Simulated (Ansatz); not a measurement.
InAs (wurtzite, P6_3mc), PBE in the plane-wave PAW code Ansatz, all energies at zero smearing, with the estimated change up to a 700 eV cutoff added, with one set of potentials and settings (totals compare only within such a set). Cell of 4 atoms (2 In, 2 As): -20908.909 eV.

```csv
element,reference phase,E (eV/atom)
In,"I4/mmm, 1 atoms in the cell",-5597.8481
As,"R-3m, 2 atoms in the cell",-4856.1377
```

Formation energy per atom, worked out: (-20908.909 − 2×(-5597.8481) − 2×(-4856.1377))/4 = -0.234 eV/atom (-23 kJ per mol of atoms), at 0 K, without zero-point energy or fitted corrections.

The workflow started from a Materials Project entry (that database holds measured and hypothetical structures alike); the Crystallography Open Database copy checked does not list it. It is not the phase usual at ambient conditions (space group No. 216). The PBE relaxation kept the symmetry of its start; whether a distortion lowers the energy is not shown. The references are the lowest solids computed at this level, not always the standard phases.

Potentials: the later of the program's two PAW sets.
